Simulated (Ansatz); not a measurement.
input.yaml (Ansatz)

```yaml
crystal:
  lattice:
    - [0.0, 2.4366639555, 2.4366639555]
    - [2.4366639555, 0.0, 2.4366639555]
    - [2.4366639555, 2.4366639555, 0.0]
  atoms:
    - { symbol: Fe, position: [0.125, 0.125, 0.125], spin: 2.5 }
    - { symbol: Fe, position: [0.875, 0.875, 0.875], spin: 2.5 }
hamiltonian:
  xc: mr2scan
  pseudopotentials:
    kind: paw
    azcp:
      Fe: "pseudopotentials/Fe.paw.azcp"
basis:
  ecutwfc: 500
  fft_grid_basis: typed
kpoints:
  mp_grid: { grid: [13, 13, 13], shift: [0, 0, 0] }
magnetization:
  spin_polarized: true
scf:
  occupations: { method: fermi_dirac, width: 0.05 }
  lower_state_search: "off"
output:
  stress: true
  write_density: true
  write_potential: true
  elf: true
  volumetric_format: npy
```

Output

```
Engine: ansatz 0.2.0, aarch64-unknown-linux-gnu
Pseudopotentials: kind: paw
Pseudopotential: Fe, paw, valence charge 16, recommended cutoff 500 eV (meta_gga) 
Functional definition: m-r2SCAN
  exchange = m_r2scan_x
  correlation = m_r2scan_c
Crystal: 2 atoms, lattice volume = 28.935 Å³
Basis set: ecut = 500 eV, 725 PW (Γ), exchange–correlation on 108×108×108 points (64 copies of the dense FFT grid, shifted against one another)
Bands: 23, of which v1, the nominal top of the filled ones, is band 16 counted from 1 (15 counted from 0)
Symmetry: 48 space group operations
Space group: Fd-3m (ITA 227), of the structure as read, at distance tolerance 3.1e-5 Å
Magnetic group: BNS 227.128 (UNI 1630), of the structure as read, at distance tolerance 3.1e-5 Å
k-points: 84 of 2197
Non-local potential: Fe, projectors of the file, l = 0: 3, l = 1: 2, l = 2: 3, l = 3: 1
PAW form: soft (Blöchl's): semilocal exchange-correlation on the pseudo side does not see the compensation charge
PAW frozen core: Fe, regenerated for the run's functional (the file was generated under x = pbe(κ = 0.804, μ = 0.2195149727645171), c = pbe(β = 0.06672455060314922))
PAW one-centre angular grid: Fe, 590 points (default); XC on 160 Gauss nodes
Initial density: superposition of atomic densities (chi_scale 0.1, normalization cell)
Starting moments: Σ|m| = 5 μB on 2 of 2 sites
Initial wavefunctions: pseudopotential atomic-orbital guess
Functional: x = mr2scan, c = mr2scan; τ floored in thin density (d = 2e-4 eV/Å³)
iter 1 solved again at ethr=2.86e-3 eV; its pass at ethr=3.10e-3 eV (dr2=9.17e-1 eV) is discarded
SCF iter   1: F=-8966.798163 eV  HF=-8966.362141 eV  |F-HF|=4.36e-1  |Δ(HF+E_count)|=         —  Δρ=1.12e-1 (↑8.84e-2 ↓1.12e-1)  dr2=9.18e-1  dr2_τ=1.20e-1  dr2_m=2.53e0  M=2.956 μB ∫|m|=2.956 μB  β_m=0.30  ethr=2.86e-3  ⟨swp⟩=1.0  Hψ=21513  notcnv=0
spin=Collinear: Kerker preconditioning applied to the charge; magnetization (m = ρ↑ − ρ↓) channel mixes plain (no charge-response kernel on spin).
SCF iter   2: F=-8967.388549 eV  HF=-8966.740215 eV  |F-HF|=6.48e-1  |Δ(HF+E_count)|=   3.78e-1  Δρ=1.00e-1 (↑1.00e-1 ↓9.84e-2)  dr2=4.11e-1  dr2_τ=4.74e-2  dr2_m=2.51e0  M=2.375 μB ∫|m|=2.375 μB  β_m=0.30  ethr=2.86e-3  ⟨swp⟩=2.1  Hψ=5578  notcnv=0  κ⁻¹=1.0e0(r=1)
SCF iter   3: F=-8967.589273 eV  HF=-8967.114054 eV  |F-HF|=4.75e-1  |Δ(HF+E_count)|=   3.74e-1  Δρ=8.91e-2 (↑8.91e-2 ↓8.39e-2)  dr2=1.95e-1  dr2_τ=3.59e-2  dr2_m=1.93e0  M=2.038 μB ∫|m|=2.044 μB  β_m=0.30  ethr=1.28e-3  ⟨swp⟩=2.0  Hψ=6066  notcnv=0  defer=53  κ⁻¹=7.8e-2(r=2)
SCF iter   4: F=-8967.683333 eV  HF=-8967.380665 eV  |F-HF|=3.03e-1  |Δ(HF+E_count)|=   2.67e-1  Δρ=7.25e-2 (↑6.81e-2 ↓7.25e-2)  dr2=1.04e-2  dr2_τ=2.38e-2  dr2_m=1.30e0  M=1.829 μB ∫|m|=1.842 μB  β_m=0.30  ethr=6.10e-4  ⟨swp⟩=3.1  Hψ=7630  notcnv=0  defer=59  κ⁻¹=5.9e-4(r=3)
SCF iter   5: F=-8967.763385 eV  HF=-8967.555688 eV  |F-HF|=2.08e-1  |Δ(HF+E_count)|=   1.75e-1  Δρ=6.68e-2 (↑6.68e-2 ↓5.86e-2)  dr2=1.62e-2  dr2_τ=1.74e-2  dr2_m=1.04e0  M=1.589 μB ∫|m|=1.605 μB  β_m=0.30  ethr=3.26e-5  ⟨swp⟩=2.0  Hψ=8458  notcnv=0  defer=77  κ⁻¹=1.4e-4(r=4)
SCF iter   6: F=-8967.840325 eV  HF=-8967.687157 eV  |F-HF|=1.53e-1  |Δ(HF+E_count)|=   1.31e-1  Δρ=5.85e-2 (↑5.85e-2 ↓5.54e-2)  dr2=2.61e-3  dr2_τ=1.44e-2  dr2_m=8.60e-1  M=1.342 μB ∫|m|=1.364 μB  β_m=0.30  ethr=3.26e-5  ⟨swp⟩=3.4  Hψ=9000  notcnv=0  defer=83  κ⁻¹=1.3e-4(r=5)
...
SCF 1 converged in 27 iterations: F = -8968.013032 eV  dr2 = 7.91e-11
this state was not tested for a lower state beside it, because the mixer in use, unlike msr1, does not test its closes by its own steps (another_mixer; see scf.mixing.algorithm and scf.lower_state_search)
SCF converged after 27 iterations
Magnetization: -0.0000 μB (16.0000 up, 16.0000 down)
Absolute magnetization: 0.0001 μB (∫|ρ↑−ρ↓|, with the PAW one-centre terms)
Spin contamination: 0.0000 ħ² per cell (⟨S²⟩ above its minimum at these occupations)
Per-site moments (μB) at R_I (Å): [(-2.4852236601808633e-5, 0.8704628154539107), (-2.485223660171968e-5, 0.8704628154539107)]
Free energy (F): -8968.013032 eV
Harris-Foulkes:  -8968.013032 eV  (|F-HF|=5.53e-9)
Internal energy: -8967.993238 eV  (E = F + TS)
E sigma→0 (E₀):  -8968.003135 eV
Entropy (-TS):   -0.019795 eV (-9.897 meV/atom)
Fermi energy:    13.453652 eV
--- Per-component energies (eV) ---
  E_band       = -625.735510
  E_kinetic    = 713.307591
  E_local      = -5301.346184  (includes V_loc(G=0)·N_el)
  E_nonlocal   = 438.169613
  E_hartree    = 2240.286447
  E_xc         = -226.224984
  E_vxc        = -336.481422  (∫ρ·V_xc dr)
  E_paw        = -2756.896242  (= ΣΔE_a)
  E_vpaw       = -644.620212  (= ΣTr[D̂ρ^β])
  E_aug_tail   = 0.000589  (compensation charges beyond the density's cutoff)
  E_vtau       = 24.662456  (kinetic-family band-sum trace: ∫τ·v_τ [+ j·A + Jᵃ·Aᵃ] dr)
  E_ewald      = -4074.711117
  E_core_change = -0.578950  (= ΣΔE_core)
  E_smearing   = -0.019795  (= −TS)
  E_closure    = -0.000000  (closes the sum)
  Σ components = -8968.013032   (vs F -8968.013032, Δ=0.00e0)
--- Stress (GPa, compression-positive) ---
       -6.256238       0.000000      -0.000000
        0.000000      -6.256238       0.000000
       -0.000000      -0.000000      -6.256238
  P = ⅓ Tr σ = -6.2562 GPa (-62.562 kbar)
--- Band table (eV; the first three rows and the last of 168) ---
  k-point 0 ↑: bands = ["-76.9244", "-76.5227", "-41.7759", "-41.7759", "-41.7759", "-41.1511", "-41.1511", "-41.1511", "6.4588", "10.5915", "10.5915", "10.8420", "10.8420", "10.8420", "13.0840", "13.0840", "13.0840", "14.7483", "14.7483", "28.2301", "28.2301", "28.2301", "28.4715"]
  k-point 1 ↑: bands = ["-76.9200", "-76.5269", "-41.7803", "-41.7803", "-41.7753", "-41.1527", "-41.1468", "-41.1468", "6.5861", "10.5067", "10.5067", "10.8506", "10.9610", "10.9610", "13.0126", "13.0728", "13.0728", "14.7480", "14.7480", "25.9301", "27.3632", "27.3632", "29.0890"]
  k-point 2 ↑: bands = ["-76.9070", "-76.5393", "-41.7921", "-41.7921", "-41.7738", "-41.1568", "-41.1350", "-41.1350", "6.9605", "10.4110", "10.4110", "10.8829", "11.1385", "11.1385", "12.8080", "13.0613", "13.0613", "14.7424", "14.7424", "23.4672", "26.5199", "26.5199", "28.4820"]
  k-point 83 ↓: bands = ["-76.7390", "-76.7028", "-41.9224", "-41.9103", "-41.5086", "-41.4304", "-41.0212", "-41.0110", "9.7550", "9.8030", "11.2612", "11.3259", "11.7569", "11.9169", "12.2555", "12.5335", "14.9382", "14.9553", "16.0615", "17.1009", "17.3343", "18.0065", "29.0121"]
```
